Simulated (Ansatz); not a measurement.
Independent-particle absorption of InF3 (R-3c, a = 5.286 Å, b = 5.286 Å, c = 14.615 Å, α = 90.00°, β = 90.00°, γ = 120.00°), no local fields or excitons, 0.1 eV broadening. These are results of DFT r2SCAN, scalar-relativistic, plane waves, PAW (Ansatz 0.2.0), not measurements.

Plane waves to 500 eV, a k mesh through Γ of 6×6×6 on the computed 8-atom cell and Gaussian smearing (0.02 eV); no spin polarisation. The spectrum is summed on a 9×9×9 mesh.

```xyz
8
Lattice="2.6432 1.5260 4.8718 -2.6432 1.5260 4.8718 0.0000 -3.0521 4.8718" Properties=species:S:1:pos:R:3 pbc="T T T"
In    0.0000    0.0000    0.0000
In    0.0000    0.0000    7.3077
F     0.7093    1.5260    8.5256
F    -1.6763   -0.1487    8.5256
F     0.9669   -1.3773    8.5256
F    -0.7093   -1.5260    6.0897
F     1.6763    0.1487    6.0897
F    -0.9669    1.3773    6.0897
```

photon energy (eV), ε2,xx and a bar:
```
      0.0       0.00
      0.4       0.00
      0.8       0.00
      1.2       0.00
      1.6       0.00
      2.0       0.00
      2.4       0.00
      2.8       0.00
      3.2       0.00
      3.6       0.00
      4.0       0.00
      4.4       0.00
      4.8       0.00
      5.2       0.00
      5.6       0.21 ###
      6.0       0.53 ########
      6.4       0.69 ###########
      6.8       0.79 ############
      7.2       0.86 ##############
      7.6       0.93 ###############
      8.0       1.03 ################
      8.4       1.28 ####################
      8.8       1.42 ######################
      9.2       1.27 ####################
      9.6       1.03 ################
     10.0       0.80 #############
     10.4       0.82 #############
     10.8       0.61 ##########
     11.2       0.79 ############
     11.6       1.16 ##################
     12.0       1.90 ##############################
     12.4       1.71 ###########################
     12.8       1.47 #######################
     13.2       1.14 ##################
     13.6       0.73 ############
     14.0       0.82 #############
```

The strongest peak lies near 12.2 eV. ε∞ (xx, yy, zz) = 2.3, 2.3, 2.3.

Cost: 1 run of about 4.7 core-minutes, on Intel Xeon Platinum 8559C (Emerald Rapids) (shared hosts).